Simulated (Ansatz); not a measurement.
SiNi in space group P2_13 (No. 198; Si on 4a, Ni on 4a), PBEsol in the plane-wave PAW code Ansatz, all energies at zero smearing, with the estimated change up to a 700 eV cutoff added, with one set of potentials and settings (totals compare only within such a set). Cell of 8 atoms (4 Si, 4 Ni): -25709.877 eV.

```
element                             reference phase  E (eV/atom)
-------  ------------------------------------------  -----------
Si                       Fd-3m, 2 atoms in the cell    -621.4920
Ni       Fm-3m, 1 atoms in the cell, spin-polarised   -5804.9762
```

Formation energy per atom, worked out: (-25709.877 − 4×(-621.4920) − 4×(-5804.9762))/8 = -0.500 eV/atom (-48 kJ per mol of atoms), at 0 K, without zero-point energy or fitted corrections.

The workflow started from a Materials Project entry (that database holds measured and hypothetical structures alike); the Crystallography Open Database copy checked does not list it. It is not the phase usual at ambient conditions (space group No. 62). The PBEsol relaxation kept the symmetry of its start; of distortions, only those at the zone centre were tested. The run is not spin-polarised. The references are the lowest solids computed at this level, not always the standard phases.

Potentials: the later of the program's two PAW sets.
